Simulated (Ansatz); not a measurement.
Relaxed K2NaRhF6 (space group Fm-3m):

```
K2NaRhF6
1.0
    0.00000     4.06954     4.06954
    4.06954     0.00000     4.06954
    4.06954     4.06954     0.00000
K Na Rh F
2 1 1 6
Direct
  0.75000   0.75000   0.75000
  0.25000   0.25000   0.25000
  0.50000   0.50000   0.50000
  0.00000   0.00000   0.00000
  0.76088   0.23912   0.23912
  0.23912   0.76088   0.76088
  0.23912   0.76088   0.23912
  0.76088   0.23912   0.76088
  0.23912   0.23912   0.76088
  0.76088   0.76088   0.23912
```

The atoms are displaced by Q × the pattern below (from a DFPT mode at Γ, largest move 1; Q in Å), at fixed cell. It is one choice among 3 degenerate patterns.

| atom | x | y | z |
|---|---|---|---|
| F5 | 0.000 | 0.000 | 1.000 |
| F6 | 0.000 | 0.000 | 1.000 |
| F7 | 0.000 | 0.000 | -1.000 |
| F8 | 0.000 | 0.000 | -1.000 |

Atoms not listed stay in place.

The numbers are results of LDA (plane waves to 420 eV, PAW, scalar-relativistic; Ansatz, an electronic-structure program), not measurements. k mesh 7×7×7 (Γ-centred), Fermi-Dirac smearing 0.05 eV. Energies are smeared free energies. K2NaRhF6 is run without spin polarisation and with no Hubbard U. K2NaRhF6 was relaxed with its symmetry unable to fall. ΔE is measured from the undisplaced structure.

```json
[
 {"Q (Å)": "-0.180", "ΔE (eV/cell)": "0.1825"},
 {"Q (Å)": "-0.120", "ΔE (eV/cell)": "0.0807"},
 {"Q (Å)": "-0.060", "ΔE (eV/cell)": "0.0201"},
 {"Q (Å)": "0.000", "ΔE (eV/cell)": "0.0000"},
 {"Q (Å)": "0.060", "ΔE (eV/cell)": "0.0201"},
 {"Q (Å)": "0.120", "ΔE (eV/cell)": "0.0807"},
 {"Q (Å)": "0.180", "ΔE (eV/cell)": "0.1825"}
]
```

Problem. Which DFPT wavenumber at Γ belongs to this mode?
A. 560 cm⁻¹
B. 94 cm⁻¹
C. 600 cm⁻¹
D. 200 cm⁻¹

Solution. D, 200 cm⁻¹. The curvature of the scan gives 200 cm⁻¹

(A displaced cell: forces are minus the slopes of the energy, force constants its curvatures, and phonons follow from these.)
